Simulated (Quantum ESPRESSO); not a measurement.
# Band energies of BaTe

```
CELL_PARAMETERS angstrom
      0.00000     3.46944     3.46944
      3.46944     0.00000     3.46944
      3.46944     3.46944     0.00000
ATOMIC_POSITIONS crystal
  Te 0.50000 0.50000 0.50000
  Ba 0.00000 0.00000 0.00000
```

norm-conserving PBE (stringent potentials; Quantum ESPRESSO, 107 Ry, without SOC); path ΓXWKΓLUWLK,UX; energies in eV from the valence-band maximum.

```csv
k (1/Å),point,band 13,band 14,band 15,band 16,band 17,band 18,band 19,band 20
0.00,Γ,-12.01,-9.55,0.00,0.00,0.00,3.00,3.00,3.00
0.34,,-12.04,-9.27,-1.26,-0.22,-0.22,2.39,3.65,3.88
0.68,,-12.09,-9.25,-1.37,-0.35,-0.35,1.70,4.39,4.55
0.91,X,-12.10,-9.33,-1.07,-0.35,-0.35,1.55,4.57,4.84
1.02,,-12.11,-9.30,-1.07,-0.51,-0.43,1.72,4.67,5.10
1.36,W,-12.17,-9.10,-1.27,-0.90,-0.90,3.54,3.54,4.97
1.68,K,-12.07,-9.11,-1.25,-1.01,-0.75,2.60,5.06,5.28
1.79,,-12.05,-9.01,-1.57,-0.95,-0.91,3.24,4.63,4.89
2.11,,-12.01,-8.99,-1.73,-0.98,-0.60,3.50,3.80,4.15
2.43,,-12.01,-9.40,-0.62,-0.33,-0.13,3.02,3.13,3.33
2.64,Γ,-12.01,-9.55,0.00,0.00,0.00,3.00,3.00,3.00
2.74,,-12.01,-9.51,-0.15,-0.06,-0.06,3.00,3.05,3.05
3.03,,-12.01,-9.12,-1.36,-0.66,-0.66,3.16,3.71,3.71
3.33,,-12.02,-8.77,-2.18,-1.08,-1.08,3.96,4.85,4.85
3.42,L,-12.02,-8.74,-2.24,-1.11,-1.11,4.18,4.91,5.04
3.64,,-12.03,-8.83,-2.01,-1.06,-1.04,3.81,4.54,4.98
3.98,U,-12.07,-9.11,-1.25,-1.01,-0.75,2.60,5.06,5.28
4.30,W,-12.17,-9.10,-1.27,-0.90,-0.90,3.54,3.54,4.97
4.57,,-12.06,-8.96,-1.70,-0.98,-0.96,3.67,3.89,5.45
4.85,,-12.02,-8.75,-2.20,-1.10,-1.10,4.10,4.79,5.05
4.94,L,-12.02,-8.74,-2.24,-1.11,-1.11,4.18,4.91,5.04
5.10,,-12.03,-8.79,-2.12,-1.08,-1.08,3.98,4.65,4.99
5.33,,-12.05,-8.99,-1.62,-0.99,-0.90,3.17,4.64,5.03
5.49,K,-12.07,-9.11,-1.25,-1.01,-0.75,2.60,5.06,5.28
5.49,U,-12.07,-9.11,-1.25,-1.01,-0.75,2.60,5.06,5.28
5.81,X,-12.10,-9.33,-1.07,-0.35,-0.35,1.55,4.57,4.84
```

The PBE gap is indirect, 1.55 eV, from Γ to X; the smallest direct gap is 1.90 eV.

Spin-orbit coupling is left out, which matters for elements this heavy: edges can move by tenths of an eV.

Geometry relaxed with PBEsol.
